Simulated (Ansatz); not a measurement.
## Stress against strain in LaTl₃

```xyz
4
Lattice="4.7990 0.0000 0.0000 0.0000 4.7990 0.0000 0.0000 0.0000 4.7990" Properties=species:S:1:pos:R:3 pbc="T T T"
La    0.0000    0.0000    0.0000
Tl    0.0000    2.3995    2.3995
Tl    2.3995    0.0000    2.3995
Tl    2.3995    2.3995    0.0000
```

Atoms are numbered in the order listed.

Conventional cell: a = 4.799 Å, b = 4.799 Å, c = 4.799 Å, α = 90.00°, β = 90.00°, γ = 90.00°. La (atom 1) is surrounded by 12 Tl at 3.39 Å. Tl (atom 2) is surrounded by 4 La at 3.39 Å and 8 Tl at 3.39 Å.

The cell is COD entry 1538104, as deposited and not checked against the literature; nothing was relaxed.

Spin–orbit coupling is left out, though it moves levels of the heavy atoms by tenths of an eV or more.

Method: Ansatz 0.2.0, DFT, PBEsol, all-electron LAPW, scalar-relativistic.

Sampling and basis: a Γ-centred 8×8×8 k mesh, Fermi–Dirac smearing of 0.05 eV, basis error target 1 meV/atom, no spin polarisation.

The strain is applied along the Cartesian axes of the cell as listed (γ is the engineering shear, twice εxy = εyz = εzx). Fractional coordinates are held (clamped ions).

σ is the change of stress from the unstrained cell, which is at -0.15 GPa; tension is positive, so slopes are stress–strain coefficients at that pressure. In a metal the k mesh adds noise.

Only quantities that a quadratic follows smoothly over the whole series are listed; rougher ones are left out.

```csv
γ,σxy (GPa)
-0.0200,-0.63
-0.0100,-0.32
0.0000,0.00
0.0200,0.66
```

Question: Fit the series and read off the stiffness at zero strain.

Answer: Least-squares fits y = p0 + p1 x + p2 x² to the rows give σxy (GPa): p1 = 32.3, p2 = 39. So C44 (clamped ions) = 32 GPa.

Question: One run, at γ = 0.0100, is withheld. Predict its row.

Answer: The fits give 0.33; the run gave 0.33.
